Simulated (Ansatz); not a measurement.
# Symmetry broken, then relaxed in AlIn2N3

Computed with DFT PBEsol, scalar-relativistic, plane waves, PAW (Ansatz). Cutoff 420 eV, Γ-centred 6×6×6 k-points, Gaussian smearing of 0.05 eV. No spin polarisation. Energies are free energies at this smearing, counted from the undisturbed cell; pressure is positive in compression.

The undisturbed cell (relaxed at this level; it needn't be the usual structure):

```
Al In N
1.0
     5.09350   -2.93131    0.00000
     5.09350    2.93131    0.00000
     0.00000    0.00000    5.44502
Al In N
2 4 6
Direct
  0.34071 0.65929 0.98927
  0.65929 0.34071 0.48927
  0.98845 0.33553 0.98727
  0.66447 0.01155 0.98727
  0.01155 0.66447 0.48727
  0.33553 0.98845 0.48727
  0.97053 0.33277 0.38485
  0.66723 0.02947 0.38485
  0.02947 0.66723 0.88485
  0.33277 0.97053 0.88485
  0.36716 0.63284 0.33849
  0.63284 0.36716 0.83849
```

The atoms are displaced (Å, in the unstrained cell):

| atom | ux | uy | uz |
| --- | --- | --- | --- |
| Al1 | 0.046 | 0.070 | -0.054 |
| Al2 | 0.046 | 0.070 | -0.054 |
| In3 | -0.093 | -0.140 | 0.108 |
| In4 | -0.093 | -0.140 | 0.108 |
| In5 | -0.093 | -0.140 | 0.108 |
| In6 | -0.093 | -0.140 | 0.108 |
| N7 | 0.046 | 0.070 | -0.054 |
| N8 | 0.046 | 0.070 | -0.054 |
| N9 | 0.046 | 0.070 | -0.054 |
| N10 | 0.046 | 0.070 | -0.054 |
| N11 | 0.046 | 0.070 | -0.054 |
| N12 | 0.046 | 0.070 | -0.054 |

Cell and atoms are then relaxed.

Task: Does the relaxation return to the undisturbed structure?

Result: Yes (up to a choice of domain or origin): same space group and volume, and an energy 0.0 meV/atom from it. The disturbance itself cost 140.5 meV/atom. The final space group reads Cmc2_1 (tolerance 0.05 Å) and the volume changes by 0.02 %.

Final structure:

```xyz
12
Lattice="5.0934 -2.9313 0.0000 5.0935 2.9314 0.0000 0.0000 0.0000 5.4463" Properties=species:S:1:pos:R:3 pbc="T T T"
Al    5.0936    0.9339    5.3881
Al    5.0934   -0.9338    2.6650
In    6.7440   -1.9141    5.3770
In    3.4433   -1.9140    5.3771
In    3.4430    1.9142    2.6539
In    6.7436    1.9141    2.6539
N     6.6382   -1.8695    2.0956
N     3.5484   -1.8695    2.0958
N     3.5488    1.8697    4.8188
N     6.6385    1.8696    4.8188
N     5.0933    0.7792    1.8438
N     5.0937   -0.7792    4.5670
```

The relaxation, step by step (energy from the first step; small jumps at an unchanged geometry come where the plane waves are selected anew for the new cell):

```
step  ΔE (meV/atom) largest force component (eV/Å) pressure (GPa)
   1            0.0                           2.530            4.33
   2         -113.0                           0.860            2.98
   3         -138.0                           0.193           -1.10
   4         -140.5                           0.014            0.15
   5         -140.5                           0.005           -0.05
   6         -140.5                           0.005           -0.04
```

Cost: 3 runs of about 12 core-minutes in all, on Intel Xeon Platinum 8259CL (Skylake/Cascade Lake) (shared hosts).